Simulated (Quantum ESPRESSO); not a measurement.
```cif
data_HAlGeSr
_chemical_formula_sum 'H1 Al1 Ge1 Sr1'
_space_group_name_H-M_alt 'P 1'
_space_group_IT_number 1
_cell_length_a 4.20265
_cell_length_b 4.20265
_cell_length_c 4.79041
_cell_angle_alpha 90.000
_cell_angle_beta 90.000
_cell_angle_gamma 120.000
loop_
_space_group_symop_operation_xyz
  'x, y, z'
loop_
_atom_site_label
_atom_site_type_symbol
_atom_site_fract_x
_atom_site_fract_y
_atom_site_fract_z
_atom_site_occupancy
H1 H 0.00000 0.00000 0.09756 1
Al1 Al 0.00000 0.00000 0.46352 1
Ge1 Ge 0.66667 0.33333 0.56207 1
Sr1 Sr 0.33333 0.66667 0.00605 1
```

The PBEsol cell relaxed from Materials Project entry mp-980057 was given an isotropic strain of -0.7 % on all lattice vectors, and the atoms were relaxed again.

Question: What does PBEsol (pw.x of Quantum ESPRESSO, ONCV potentials, no spin-orbit coupling) give for the electronic structure near the Fermi level?

Answer: The PBEsol gap is 0.50 eV; at least one edge lies off the plotted path, at a point of the SCF mesh. The smallest direct gap is 1.37 eV. Spin-orbit splittings are left out.

The structure is a Materials Project entry; no match was found in the copy of COD used, and its stability was not checked.
